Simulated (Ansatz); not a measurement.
The start is a relaxed PtSe2 cell with one Se and one Pt atom exchanged in a cell of 3 atoms. The cell and all atomic positions are relaxed at zero pressure with r2SCAN (plane waves to 500 eV, PAW, scalar-relativistic; Ansatz, a quantum-chemistry and plane-wave program). The first steps use a coarse 7×7×4 k-mesh.

Initial structure:
```yaml
crystal:
  lattice:
    - [3.71687, 0.00000, 0.00000]
    - [-1.85843, 3.21890, 0.00000]
    - [0.00000, 0.00000, 5.83020]
  atoms:
    - { symbol: Se, position: [0.00000, 0.00000, 0.00000] }
    - { symbol: Pt, position: [0.33333, 0.66667, 0.22495] }
    - { symbol: Se, position: [0.66667, 0.33333, 0.77505] }
```

### Question
What pressure does the first self-consistent step give?

### Answer
+5.8 GPa (positive: the cell is compressed).

### Question
Which atoms feel the largest initial force, and how large is it?

### Answer
3.06 eV/Å, on Se3 (atoms numbered as listed).

### Question
How much energy is released per atom?

### Answer
1.21 eV/atom.

### Question
Does it find its way back to the structure it was made from?

### Answer
The parent structure is recovered, P-3m1 (No. 164).

### Question
How do the shortest distances between atoms change?

### Answer
The closest pairs of elements (up to four, under 3.6 Å), start → end: Se–Se 2.51 → 3.39 Å; Pt–Se 2.51 → 2.52 Å.

It ends as:

Space group P-3m1 (No. 164); a = b = 3.717 Å, c = 5.831 Å, α = β = 90.00°, γ = 120.00°

| atom | site | symmetry | x | y | z |
|---|---|---|---|---|---|
| Se | 2d | 3m. | 0.3333 | 0.6667 | 0.2249 |
| Pt | 1a | -3m. | 0.0000 | 0.0000 | 0.0000 |

Final values are on a 10×10×6 k-mesh of the relaxed cell. No spin polarisation in the result. No dispersion correction is included, so spacings between layers, chains or molecules are soft and tend to come out too large.

The run could not lose the symmetry of its start.
